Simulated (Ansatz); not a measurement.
# YbMn2Sb2

Level of theory: DFT, PBE with spin–orbit coupling, two-component spinors; plane waves to 420 eV with PAW datasets (Ansatz 0.2.0), Γ-centred 8×8×4 mesh, 0.05 eV Gaussian smearing; PAW files: Ansatz's generated set soft_2.

```
CELL_PARAMETERS angstrom
4.43807 0.00000 0.00000
-2.21903 3.84348 0.00000
0.00000 0.00000 7.36486
ATOMIC_POSITIONS crystal
Yb 0.00000 0.00000 0.00000
Mn 0.33333 0.66667 0.62246
Mn 0.66667 0.33333 0.37754
Sb 0.33333 0.66667 0.24696
Sb 0.66667 0.33333 0.75304
```

The chain of runs began from a cell as deposited in COD, expanded in volume.

Magnetic state: ferromagnetic, site spin moments Mn 3.66 μB, along [001] (Cartesian), which lowers the symmetry.

The cell is relaxed to zero pressure at this level.

Path: Γ–M–K–Γ–A–L–H–A | L–M | H–K, with Γ = (0.000, 0.000, 0.000), M = (0.500, 0.000, 0.000), K = (0.333, 0.333, 0.000), A = (0.000, 0.000, 0.500), L = (0.500, 0.000, 0.500), H = (0.333, 0.333, 0.500) in reciprocal vectors of the calculation's cell.

Bands as a text map, energy in eV from the Fermi level (dashes), each leg drawn with the same width:
```
  2.86 |********** ********* ** * ***   **    *  ** **** 
  2.57 |**        *  *************   **  ********  ***  *
  2.29 |***    ****** ****   ******  * ** * ****      ***
  2.00 |******** **  ******** *  * ******* **** *********
  1.71 |****  *      *****    ************  ****   **    
  1.43 | ************** ************** * ********** *****
  1.14 |********************************* ***************
  0.86 | * ********** *  ********************************
  0.57 | **     ***  *  *  ***  ***     * *******      **
  0.29 |   ***** **** *  ********* ***** ******  ********
  0.00 |*********---*****-****************************---
 -0.29 |*************************************************
 -0.57 |**** ** ***   *****  ********  **** *** ***    **
 -0.86 | **         **     ****     *** ****   *   ** *  
 -1.14 |   **      * **    ** **     ***** *    *  ***   
 -1.43 |*************************************************
 -1.71 |*********** *****************  ************  ****
 -2.00 |********** ***********************************   
 -2.29 |*** *********************************************
 -2.57 |*************************************************
 -2.86 |*********  ************************************  
 -3.14 |   ***********      *****************************
 -3.43 |*************************************************
 -3.71 |************* *************** * *****************
 -4.00 |  **    **** *     *** **  ****** **  **   ******
 -4.29 |  ***  *******    *   *  ** **** *  **     ******
 -4.57 | * ************ ** ******************************
 -4.86 |* * ****      ** **    *    ** **        **      
        Γ    M    K    Γ    A    L    H    AL     MH    K
```

Q: By these bands, is it a metal or an insulator, and if it has a gap, where are the band edges on this path?

A: A metal: bands cross the Fermi level.

Without a U the 4f levels of Yb lie too near the Fermi level, so their share of the states there, and what hangs on it, is overstated. Site moments are of spin, integrated over Gaussian weights of 0.5 Å, which gives about a tenth less on f atoms than spheres do. Only parallel moments were tried, so the real magnetic order may be another.

On the Yb 4f shell the spin moment is 0.04 μB and the orbital moment 0.10 μB, parallel to it, 0.14 μB net (projected on atomic orbitals, along the moments' axis). The relaxed cell is 5 % smaller in volume than the cell of this structure in the Crystallography Open Database (26.35 Å³/atom, 1979).
